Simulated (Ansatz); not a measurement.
BiTe (space group P-3m1)

```
CELL_PARAMETERS angstrom
      4.38757     0.00000     0.00000
     -2.19378     3.79974     0.00000
      0.00000     0.00000    23.61264
ATOMIC_POSITIONS crystal
  Bi 0.33333 0.66667 0.29183
  Bi 0.66667 0.33333 0.70817
  Bi 0.00000 0.00000 0.87558
  Bi 0.00000 0.00000 0.12442
  Bi 0.66667 0.33333 0.46486
  Bi 0.33333 0.66667 0.53514
  Te 0.33333 0.66667 0.05277
  Te 0.66667 0.33333 0.94723
  Te 0.00000 0.00000 0.63568
  Te 0.00000 0.00000 0.36432
  Te 0.66667 0.33333 0.20864
  Te 0.33333 0.66667 0.79136
```

The atoms are displaced by Q × the pattern below (from a DFPT mode at Γ, largest move 1; Q in Å), at fixed cell.

```json
[
 {"atom": "Bi1", "x": "0.000", "y": "0.000", "z": "0.784"},
 {"atom": "Bi2", "x": "0.000", "y": "0.000", "z": "-0.784"},
 {"atom": "Bi3", "x": "0.000", "y": "0.000", "z": "0.872"},
 {"atom": "Bi4", "x": "0.000", "y": "0.000", "z": "-0.872"},
 {"atom": "Bi5", "x": "0.000", "y": "0.000", "z": "0.037"},
 {"atom": "Bi6", "x": "0.000", "y": "0.000", "z": "-0.037"},
 {"atom": "Te7", "x": "0.000", "y": "0.000", "z": "-1.000"},
 {"atom": "Te8", "x": "0.000", "y": "0.000", "z": "1.000"},
 {"atom": "Te9", "x": "0.000", "y": "0.000", "z": "-0.928"},
 {"atom": "Te10", "x": "0.000", "y": "0.000", "z": "0.928"},
 {"atom": "Te11", "x": "0.000", "y": "0.000", "z": "-0.044"},
 {"atom": "Te12", "x": "0.000", "y": "0.000", "z": "0.044"}
]
```

Computed with LDA (plane waves to 420 eV, PAW, scalar-relativistic; Ansatz, a first-principles code). k mesh 7×7×2 (Γ-centred), Fermi-Dirac smearing 0.05 eV. E stands for the smeared free energy. BiTe was relaxed with its symmetry unable to fall. Spin-orbit coupling is left out, though Bi and Te are heavy. ΔE is measured from the undisplaced structure.

```csv
Q (Å),ΔE (meV/cell)
-0.180,244.6
-0.150,170.2
-0.120,109.2
-0.090,61.6
-0.060,27.5
-0.030,6.9
0.000,0.0
0.030,6.9
0.060,27.9
0.090,63.2
0.120,113.1
0.150,withheld
0.180,258.7
```

Problem. Fit a polynomial form (powers 2, 3, 4) to the given rows and predict ΔE at Q = 0.150.

Solution. Least squares on the 12 given rows: ΔE = (7683)·Q² + (1198)·Q³ + (2601)·Q⁴, in meV/cell with Q in Å; root-mean-square residual 0.07 meV/cell. At 0.150 the fit gives 178.2 meV/cell; the calculation gives 178.1 meV/cell, so the interpolation is off by 0.1 (+0.1 %). The quadratic term alone would give 172.9 meV/cell.

(A displaced cell: forces are minus the slopes of the energy, force constants its curvatures, and phonons follow from these.)
